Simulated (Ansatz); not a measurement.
Single point in Ansatz 0.2.0 with PBE, no spin polarisation. Cutoff 420 eV, PAW datasets, 6×6×6 Γ-centred k mesh, fermi-dirac filling (width 0.1 eV).

Computed maps in the lattice plane spanned by a (left to right, 7.07 Å, 21 points from zero) and b (bottom to top, 7.07 Å, 21 points from zero), 116° apart, at height 0.561 along c. The fields are smooth PAW ones with compensation charges, not the true ones near nuclei.

Valence density. Digits on a logarithmic scale: 0 up to 0.03 e/Å³, each further digit a factor of 1.6, 9 from 1.3 e/Å³ up:
```
432113466765433445555
542124688886533456776
642246887886433467887
532357864886433578887
422468857875324578886
312468888753224577765
102467887531123566643
001356654310012444421
001234432100001222210
000123332100001122100
000234443200001233210
002456765310023455421
124688876311245676531
246888886322467887532
368855885323578887532
478757874224678876433
578888753224678775433
567887532124566655434
456665321223455554433
444433222333444454433
433222234554433454444
```

ELF. Ten even steps from '0' (0.00) to '9' (0.91):
```
420001588886411113676
741016898898621148998
850048951499511479999
840179500398302689999
710489200896103789999
400699658983004799998
001689999840004789985
001578886300003577630
000234320000001221000
000000000000000000000
000024554200000233210
001589997410026887620
016999998500279998730
059952698401699998730
389400497203899998620
599100895006899998511
798438972016899986212
689999730014788863112
467886300001356421111
123431001111122111111
100000135542111111232
```

Problem. The cell is MnBr4. Which atoms lie within 0.2 Å of this plane, and where (fractions of a and b)?

Solution. Br at (0.36, 0.80), Br at (0.20, 0.27). The whole cell:
```yaml
crystal:
  lattice:
    - [-4.24448, 4.24448, 3.74060]
    - [4.24448, -4.24448, 3.74060]
    - [4.24448, 4.24448, -3.74060]
  atoms:
    - { symbol: Mn, position: [0.12500, 0.87500, 0.25000] }
    - { symbol: Mn, position: [0.87500, 0.12500, 0.75000] }
    - { symbol: Br, position: [0.35600, 0.79500, 0.56100] }
    - { symbol: Br, position: [0.79500, 0.73400, 0.43900] }
    - { symbol: Br, position: [0.73400, 0.79500, 0.93900] }
    - { symbol: Br, position: [0.79500, 0.35600, 0.06100] }
    - { symbol: Br, position: [0.64400, 0.20500, 0.43900] }
    - { symbol: Br, position: [0.20500, 0.64400, 0.93900] }
    - { symbol: Br, position: [0.26600, 0.20500, 0.06100] }
    - { symbol: Br, position: [0.20500, 0.26600, 0.56100] }
```

Origin: a known structure type with other elements, at an estimated volume, so it need not be a known compound. Caveats: no spin polarisation, so a magnetic state may lie lower.
